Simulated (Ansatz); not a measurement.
Geometry optimisation in Ansatz: input, command and trajectory.

```yaml
crystal:
  lattice:
    - [1.4925, 0.8616952768, 6.17]
    - [-1.4925, 0.8616952768, 6.17]
    - [0.0, -1.7233905535, 6.17]
  atoms:
    - { symbol: Cr, position: [0.5, 0.5, 0.5], spin: 2.7 }
    - { symbol: Ag, position: [0.0, 0.0, 0.0] }
    - { symbol: O, position: [0.1119, 0.1119, 0.1119] }
    - { symbol: O, position: [0.8881, 0.8881, 0.8881] }
basis:
  ecutwfc: 500
kpoints:
  mp_grid: { grid: [12, 12, 12] }
hamiltonian:
  xc: r2scan
scf:
  occupations: { method: gaussian, width: 0.02 }
output:
  forces: true
  stress: true
  eigenvalues: true
  populations: true
magnetization:
  spin_polarized: true
relax:
  adjacent_minimum: "off"
  f_tol: 0.005
  max_steps: 80
  cell: { stress_tol: 0.05 }
```

```bash
ansatz run input.yaml --threads 1 --pin off --max-ram 2560MiB --backend cpu --events-out ev --progress --plain --runs-dir out
```

Computed with Ansatz, DFT r2SCAN, scalar-relativistic, plane waves, PAW.

Of 5 frames 4 are shown, positions in Å and forces in eV/Å; the SCF threshold varies from step to step. Steps run on the plane waves of an earlier cell, with a Pulay correction in the pressure. The basis is chosen afresh for the last frame, the zero of the energies, and at times for earlier ones too; energy and pressure step there, also at an unchanged geometry.

```xyz
4
Lattice="1.4925 0.8617 6.1700 -1.4925 0.8617 6.1700 0.0000 -1.7234 6.1700" Properties=species:S:1:pos:R:3:forces:R:3 pbc="T T T" step=1 free_energy_over_end_meV_per_atom=3.55 pressure_GPa=0.27
Cr    0.0000    0.0000    9.2550    0.0000    0.0000    0.0000
Ag    0.0000    0.0000    0.0000    0.0000    0.0000    0.0000
O     0.0000    0.0000    2.0713    0.0000    0.0000    0.5733
O     0.0000    0.0000   16.4387    0.0000    0.0000   -0.5733
4
Lattice="1.4993 0.8656 6.1623 -1.4993 0.8656 6.1623 0.0000 -1.7313 6.1623" Properties=species:S:1:pos:R:3:forces:R:3 pbc="T T T" step=2 free_energy_over_end_meV_per_atom=0.55 pressure_GPa=-0.31
Cr    0.0000    0.0000    9.2434    0.0000    0.0000    0.0000
Ag    0.0000    0.0000    0.0000    0.0000    0.0000    0.0000
O     0.0000    0.0000    2.0890    0.0000    0.0000    0.1503
O     0.0000    0.0000   16.3978    0.0000    0.0000   -0.1503
4
Lattice="1.4959 0.8637 6.1788 -1.4959 0.8637 6.1788 0.0000 -1.7273 6.1788" Properties=species:S:1:pos:R:3:forces:R:3 pbc="T T T" step=3 free_energy_over_end_meV_per_atom=0.07 pressure_GPa=0.02
Cr    0.0000    0.0000    9.2682    0.0000    0.0000    0.0000
Ag    0.0000    0.0000    0.0000    0.0000    0.0000    0.0000
O     0.0000    0.0000    2.0985    0.0000    0.0000    0.0132
O     0.0000    0.0000   16.4379    0.0000    0.0000   -0.0132
4
Lattice="1.4952 0.8633 6.1843 -1.4952 0.8633 6.1843 0.0000 -1.7265 6.1843" Properties=species:S:1:pos:R:3:forces:R:3 pbc="T T T" step=5 free_energy_over_end_meV_per_atom=0.00 pressure_GPa=-0.01
Cr    0.0000    0.0000    9.2765    0.0000    0.0000    0.0000
Ag    0.0000    0.0000    0.0000    0.0000    0.0000    0.0000
O     0.0000    0.0000    2.1006    0.0000    0.0000    0.0005
O     0.0000    0.0000   16.4523    0.0000    0.0000   -0.0005
```

Time: 5.9 min on 1 thread of Intel(R) Xeon(R) Platinum 8259CL CPU @ 2.50GHz (Skylake/Cascade Lake), with other jobs on the host, peak memory 0.92 GiB.

The state reached may not be the lowest one. The cell holds one magnetic atom, so it can only be ferromagnetic; an antiferromagnetic order may lie lower.